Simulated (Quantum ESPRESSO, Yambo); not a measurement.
For LuBrO (space group P4/nmm, No. 129), Yambo gives the independent-particle static dielectric constant along x as 5.44 on PBEsol bands and 4.72 after a scissor of 1.52 eV widens every gap (4×4×2 mesh, 108 bands, 3 Ry local-field block, 0.2 eV broadening). Axes are Cartesian, with cell vectors (Å) (3.75, 0.00, 0.00), (0.00, 3.75, 0.00), (0.00, 0.00, 8.29).

Question: A scissor keeps the position matrix elements. In a one-oscillator model, how does ε − 1 scale, and what mean transition energy do the two values imply?

Answer: Each transition adds |r|²/E to ε − 1, so ε − 1 ∝ 1/(E0 + Δ). Then (4.72 − 1)/(5.44 − 1) = E0/(E0 + Δ) = 0.838, and E0 = Δ(ε' − 1)/(ε − ε') = 7.9 eV. The computed Im ε, weighted by 1/E up to 20 eV, has its mean at 8.0 eV; the smallest direct PBEsol gap is 4.05 eV. The scissor comes from a G0W0 run whose convergence isn't established. Convergence of the RPA response with its 4×4×2 mesh was not tested.

Bands from Quantum ESPRESSO.

Spin-orbit coupling is not included.

Geometry relaxed with PBE+D3(BJ); primitive cell a = b = 3.7540 Å, c = 8.2860 Å, α = β = γ = 90.00°.
